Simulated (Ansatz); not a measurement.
Relaxation of a randomly generated symmetric cell of NbAs (space group No. 227); 4 atoms in the cell, which starts as Fd-3m, origin choice 1 (No. 227), cF16; a = b = c = 7.1139 Å, α = β = γ = 90.00°. Method: PBE (plane waves to 420 eV, PAW, scalar-relativistic; Ansatz, a program for electronic structure). Γ-centred k-mesh 6×6×6 on the run's cell (coarser than for final values), Fermi–Dirac smearing 0.05 eV. This is the first round of the run. 

The optimiser's lines from the output (shortened; P is positive under compression):

```
relax step   1: F+E_penalty+E_count = -18814.97750554 eV  Δ(F+E_penalty+E_count) = +0.000e0 eV  max|allowed force component| = 4.066e-18 eV/Å  Δτ_max = 0.0000 Å  P = -21.478 GPa  Ω = 90.005 Å³  (6 SCF iters, dr2 threshold 1.00e-7 eV, accepted)
relax step   2: F+E_penalty+E_count = -18816.38052374 eV  Δ(F+E_penalty+E_count) = -1.403e0 eV  max|allowed force component| = 4.337e-17 eV/Å  Δτ_max = 0.0000 Å  P = -12.781 GPa  Ω = 77.473 Å³  (6 SCF iters, dr2 threshold 4.00e-7 eV, accepted)
relax step   3: F+E_penalty+E_count = -18816.67139415 eV  Δ(F+E_penalty+E_count) = -2.909e-1 eV  max|allowed force component| = 4.382e-17 eV/Å  Δτ_max = 0.0000 Å  P = +7.502 GPa  Ω = 66.162 Å³  (6 SCF iters, dr2 threshold 4.00e-7 eV, accepted)
relax step   4: F+E_penalty+E_count = -18816.73862987 eV  Δ(F+E_penalty+E_count) = -6.724e-2 eV  max|allowed force component| = 3.123e-17 eV/Å  Δτ_max = 0.0000 Å  P = -1.305 GPa  Ω = 69.938 Å³  (6 SCF iters, dr2 threshold 4.00e-7 eV, accepted)
relax step   5: F+E_penalty+E_count = -18816.74133756 eV  Δ(F+E_penalty+E_count) = -2.708e-3 eV  max|allowed force component| = 4.391e-17 eV/Å  Δτ_max = 0.0000 Å  P = -0.017 GPa  Ω = 69.310 Å³  (6 SCF iters, dr2 threshold 4.00e-7 eV, accepted)
relax step   6: F+E_penalty+E_count = -18816.73909746 eV  Δ(F+E_penalty+E_count) = +2.240e-3 eV  max|allowed force component| = 5.844e-17 eV/Å  Δτ_max = 0.0000 Å  P = -0.027 GPa  Ω = 69.310 Å³  stress off target by 2.71e-2 GPa  SCF on the basis re-selected at this cell (its energy is not comparable with the rows above)  (6 SCF iters)
relax step   7: F+E_penalty+E_count = -18816.73910080 eV  Δ(F+E_penalty+E_count) = -3.345e-6 eV  max|allowed force component| = 6.185e-17 eV/Å  Δτ_max = 0.0000 Å  P = -0.000 GPa  Ω = 69.297 Å³  (7 SCF iters, dr2 threshold 1.84e-9 eV, accepted)
relax step   8: F+E_penalty+E_count = -18816.73910080 eV  Δ(F+E_penalty+E_count) = -7.276e-12 eV  max|allowed force component| = 4.221e-17 eV/Å  Δτ_max = 0.0000 Å  P = -0.000 GPa  Ω = 69.297 Å³  stress off target by 2.77e-4 GPa  SCF on the basis re-selected at this cell (its energy is not comparable with the rows above)  (7 SCF iters)
```

From the first to the last row the energy changes by -0.44 eV/atom and the volume by -23.0 %. The last row is marked as not comparable with the walk above it, whose basis was carried along; it does compare with step 1, since both stand on a basis selected at the nominal cutoff for their own cell.

Later rounds, restarted from the end of this one on a renewed k-mesh, logged 4 more steps and released under 0.01 eV/atom more. The final structure after all rounds: Fd-3m, origin choice 1 (No. 227), cF16, AFLOW prototype AB_cF16_227_a_b (B32, as in NaTl); a = 6.521 Å, b = 6.521 Å, c = 6.521 Å, α = 90.00°, β = 90.00°, γ = 90.00°. Between re-selections the logged energies stand on a plane-wave basis carried along with the cell. No spin polarisation in the result.

The run could not lose the symmetry of its start, so the end can be a saddle point.

All atoms sit on sites fixed by symmetry, so only the cell could relax.

The relaxed structure here is a generated cell of NbAs: the first start was made by a random draw of sites in a space group, and the end was not matched to a known phase here, so it may be hypothetical.
